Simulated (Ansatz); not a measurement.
Data:

Cu3Sn:
```xyz
8
Lattice="5.4859 0.0000 0.0000 -2.7429 4.7509 0.0000 0.0000 0.0000 4.2454" Properties=species:S:1:pos:R:3 pbc="T T T"
Cu    -1.4619     4.0113     3.1841
Cu     4.2048     0.7396     1.0614
Cu     1.2811     0.7396     1.0614
Cu     1.4619     4.0113     3.1841
Cu     0.0000     1.4793     3.1841
Cu     2.7429     3.2717     1.0614
Sn     0.0000     3.1673     1.0614
Sn     2.7429     1.5836     3.1841
```

This is the PBEsol-relaxed structure. Tensor components refer to the Cartesian frame of this cell.

### Question
All from DFT-PBEsol in the program Ansatz with PAW potentials, unless another level is named. Give the highest zone-centre frequency.

### Answer
226 cm^-1.

### Question
Predict the Hill bulk and shear moduli.

### Answer
129 and 46.0 GPa.

### Question
What about the elastic constants (relaxed ions, GPa)?

### Answer
C11 = 169, C12 = 99.5, C13 = 104, C33 = 215, C44 = 60.1.

Space group P6_3/mmc. The workflow started from a Materials Project entry (that database holds measured and hypothetical structures alike); the Crystallography Open Database copy checked does not list it. COD files the formula under space group No. 59, 63, so this cell is another polymorph or a model. Whether it is the stable phase at ambient conditions was not checked. Symmetry was held in the PBEsol relaxation; of distortions, only those at the zone centre were tested. The run is not spin-polarised. As this level gives no gap, shear constants depend on the k-mesh and smearing (Fermi–Dirac, 0.1 eV here). As this level gives no gap, phonon frequencies hold no LO–TO term and depend on the k-mesh and smearing (Fermi–Dirac, 0.1 eV here). Spin–orbit coupling is left out wherever it is not named.

Potentials: the later of the program's two PAW sets.
